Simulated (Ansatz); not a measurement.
An Ansatz (a first-principles code) run. Input:

Ansatz 0.2 input:
```yaml
crystal:
  lattice:
    - [1.4069964267, 0.8123297657, 5.8805242889]
    - [-1.4069964267, 0.8123297657, 5.8805242889]
    - [0.0, -1.6246595314, 5.8805242889]
  atoms:
    - { symbol: Co, position: [0.5, 0.5, 0.5] }
    - { symbol: Pd, position: [0.0, 0.0, 0.0] }
    - { symbol: O, position: [0.8874123407, 0.8874123407, 0.8874123407] }
    - { symbol: O, position: [0.1125876593, 0.1125876593, 0.1125876593] }
kpoints:
  mp_grid: { grid: [17, 17, 17] }
hamiltonian:
  xc: pbesol
  pseudopotentials: { azcp: { folder: ./paw }, kind: paw }
scf:
  occupations: { method: fermi_dirac, width: 0.1 }
phonons:
  method: dfpt
  response_accuracy: low
  eigenvectors: true
  rigid_motions: translations
```

Output (shortened):

```
Pseudopotential: Co, paw, valence charge 17
Pseudopotential: Pd, paw, valence charge 18
Pseudopotential: O, paw, valence charge 6
Functional definition: PBEsol
Crystal: 4 atoms, lattice volume = 40.327 Å³
Basis set: ecut = 420 eV, 793 PW (Γ), exchange–correlation on 90×90×90 points (8 copies of the dense FFT grid, shifted against one another)
Bands: 29, of which v1, the nominal top of the filled ones, is band 24 counted from 1 (23 counted from 0)
Symmetry: 12 space group operations
k-points: 1305 of 4913 (irreducible under 2 space group operations, time reversal used)
SCF iter   1: F=—  HF=-13128.771524 eV  |F-HF|=—  |Δ(HF+E_count)|=         —  Δρ=5.62e-1  dr2=1.99e2  ethr=3.10e-3  ⟨swp⟩=5.4  Hψ=131174  notcnv=0
preconditioner: auto → Kerker (q_TF=auto, 2.799 Å⁻¹)
SCF iter   2: F=—  HF=-13122.550365 eV  |F-HF|=—  |Δ(HF+E_count)|=    6.22e0  Δρ=2.25e-1  dr2=9.89e0  ethr=3.10e-3  ⟨swp⟩=3.9  Hψ=99531  notcnv=0
SCF iter   3: F=—  HF=-13120.190454 eV  |F-HF|=—  |Δ(HF+E_count)|=    2.36e0  Δρ=7.22e-2  dr2=1.08e0  ethr=3.10e-3  ⟨swp⟩=3.0  Hψ=88711  notcnv=0
SCF iter   4: F=—  HF=-13119.978772 eV  |F-HF|=—  |Δ(HF+E_count)|=   2.12e-1  Δρ=2.75e-2  dr2=7.09e-1  ethr=2.30e-3  ⟨swp⟩=3.0  Hψ=85447  notcnv=0
SCF iter   5: F=—  HF=-13119.941193 eV  |F-HF|=—  |Δ(HF+E_count)|=   3.76e-2  Δρ=1.19e-2  dr2=8.90e-2  ethr=1.51e-3  ⟨swp⟩=2.0  Hψ=43269  notcnv=0
SCF iter   6: F=—  HF=-13119.927559 eV  |F-HF|=—  |Δ(HF+E_count)|=   1.36e-2  Δρ=1.05e-2  dr2=5.05e-2  ethr=1.89e-4  ⟨swp⟩=2.0  Hψ=56676  notcnv=0
SCF iter   7: F=—  HF=-13119.924794 eV  |F-HF|=—  |Δ(HF+E_count)|=   2.77e-3  Δρ=2.97e-3  dr2=1.01e-2  ethr=1.08e-4  ⟨swp⟩=2.0  Hψ=40785  notcnv=0
SCF iter   8: F=—  HF=-13119.923486 eV  |F-HF|=—  |Δ(HF+E_count)|=   1.31e-3  Δρ=1.36e-3  dr2=2.00e-3  ethr=2.16e-5  ⟨swp⟩=1.0  Hψ=37845  notcnv=0
SCF iter  17: F=-13119.923197 eV  HF=-13119.923197 eV  |F-HF|=3.64e-12  |Δ(HF+E_count)|=  1.82e-12  Δρ=4.60e-8  dr2=5.64e-13  ethr=1.00e-12  ⟨swp⟩=5.0  Hψ=147267  notcnv=0
SCF 1 converged in 17 iterations: F = -13119.923197 eV  dr2 = 5.64e-13
DFPT response loops at Γ: preconditioner auto → Kerker (q_TF=auto, 2.799 Å⁻¹) (partly filled bands, converged f_vac=0.004) …
SCF converged after 17 iterations
Free energy (F): -13119.923197 eV
Harris-Foulkes:  -13119.923197 eV  (|F-HF|=3.64e-12)
Internal energy: -13119.890021 eV  (E = F + TS)
E sigma→0 (E₀):  -13119.906609 eV
Entropy (-TS):   -0.033176 eV (-8.294 meV/atom)
Fermi energy:    15.101212 eV
--- Per-component energies (eV) ---
  E_band       = -483.389158
  E_kinetic    = 1075.067157
  E_local      = -5856.186188  (includes V_loc(G=0)·N_el)
  E_nonlocal   = 915.136818
  E_hartree    = 2458.894913
  E_xc         = -369.583247
  E_vxc        = -473.183531  (∫ρ·V_xc dr)
  E_paw        = -5595.429738  (= ΣΔE_a)
  E_vpaw       = -1062.014968  (= ΣTr[D̂ρ^β])
  E_aug_tail   = 0.001721  (compensation charges beyond the density's cutoff)
  E_ewald      = -5748.352978
  E_core_change = 0.561521  (= ΣΔE_core)
  E_smearing   = -0.033176  (= −TS)
  E_closure    =  0.000000  (closes the sum)
  Σ components = -13119.923197   (vs F -13119.923197, Δ=0.00e0)
  [band-id]    e_kinetic+e_local+e_nonlocal+2·e_hartree+e_vxc+e_vpaw+e_augmentation_tail = -483.389165   (vs E_band -483.389158, Δ=-6.77e-6)
--- Band table (eV; the first three rows and the last of 1305) ---
  k-point 0: bands = ["-80.1194", "-69.4227", "-43.5577", "-43.5577", "-43.4981", "-35.5458", "-34.8500", "-34.8500", "-6.1607", "-4.1123", "6.1534", "8.6938", "8.6938", "9.7452", "10.9782", "12.1404", "12.1404", "12.3981", "12.3981", "13.3364", "13.3364", …
  k-point 1: bands = ["-80.1191", "-69.4218", "-43.5605", "-43.5583", "-43.4976", "-35.5447", "-34.8584", "-34.8521", "-6.1175", "-4.1099", "6.2009", "8.5820", "8.7160", "9.8188", "11.0855", "11.8942", "11.9913", "12.3702", "12.4763", "13.3001", "13.3454", …
  k-point 2: bands = ["-80.1183", "-69.4193", "-43.5687", "-43.5603", "-43.4964", "-35.5418", "-34.8822", "-34.8580", "-5.9911", "-4.1038", "6.3378", "8.3214", "8.7795", "9.9922", "11.2347", "11.4532", "11.6779", "12.2817", "12.6732", "13.1191", "13.3411", …
  k-point 1304: bands = ["-80.1191", "-69.4218", "-43.5605", "-43.5584", "-43.4976", "-35.5448", "-34.8584", "-34.8521", "-5.9462", "-4.3920", "7.4378", "8.4654", "8.8213", "9.3655", "9.9380", "11.2802", "11.4225", "12.3641", "12.4726", "13.4529", "13.4813", …
--- Phonons (Γ-DFPT): 6 representative perturbations + reference, on 1305 of 4913 k-points (Σ response iterations 18) ---
  ASR residual: 1.610e-3 → 0.000e0 eV/Å²; symmetrization residual: 1.299e-5 eV/Å²
  ASR residual per site (eV/Å²): 1.61e-3 3.33e-4 1.85e-4 1.85e-4
  Γ frequencies (cm⁻¹): 0.00 0.00 0.00 159.92 159.92 304.30 496.21 496.21 650.03 650.03 681.74 684.00
  non-analytic LO–TO correction: not included (Born effective charges unavailable; polar crystals: no LO–TO splitting at Γ)
```

Cost: very roughly 28 core-minutes on shared cores.

Space group R-3m. Symmetry was held in the PBEsol relaxation; of distortions, only those at the zone centre were tested. No spin polarisation was allowed. No Hubbard U is applied. Without spin polarisation and U, an open-shell compound can come out a false metal. As this level gives no gap, phonon frequencies hold no LO–TO term and depend on the k-mesh and smearing (Fermi–Dirac, 0.1 eV here). Scalar-relativistic: spin–orbit coupling is off unless named, which matters more the heavier the elements.

Potentials: the earlier of the program's two PAW sets.

Ansatz is a plane-wave DFT program.
